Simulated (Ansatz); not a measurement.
A geometry of TiO₂ away from equilibrium: the start of the relaxation of a generated cell, TiO2 built in the alpha-quartz structure type. All values below come from r2SCAN (plane waves to 500 eV, PAW, scalar-relativistic; Ansatz, an electronic-structure program). Γ-centred k-mesh 5×5×4 on the run's cell (coarser than for final values), Fermi–Dirac smearing 0.05 eV.

```xyz
9
Lattice="5.2421 0.0000 0.0000 -2.6211 4.5398 0.0000 0.0000 0.0000 5.7670" Properties=species:S:1:pos:R:3:forces:R:3 pbc="T T T" free_energy=-10935.849 pressure_GPa=29.0
Ti     2.4633     0.0000     4.8058   -0.0322    0.0000    0.0000
Ti    -1.2316     2.1333     0.9612    0.0161   -0.0279    0.0000
Ti     1.3894     2.4066     2.8835    0.0161    0.0279    0.0000
O      1.4657     1.2112     4.1176   -1.7364    0.2183    1.0185
O      3.4603     0.6637     0.2730    0.6791   -1.6129    1.0185
O      2.9372     2.6649     2.1953    1.0573    1.3946    1.0185
O     -1.1554     3.3286     5.4940   -1.7364   -0.2183   -1.0185
O      0.3161     1.8749     1.6493    1.0573   -1.3946   -1.0185
O      0.8393     3.8761     3.5717    0.6791    1.6129   -1.0185
```

Positions in Å, forces in eV/Å, free energy of the cell in eV (comparable only within this code, potentials and settings). Largest force: 2.02 eV/Å, on O4, O5, O6, O7, O8, O9 (atoms numbered as listed); the geometry lies 0.21 eV/atom above the end of its relaxation.

No spin polarisation in the result.

The run could not lose the symmetry of its start.

The first start was generated by placing the elements on the sites of a structure type. A measured structure of TiO2 has the same space group, P3₁21 (No. 152); the sites were not compared with it. Another known form has space group No. 61.
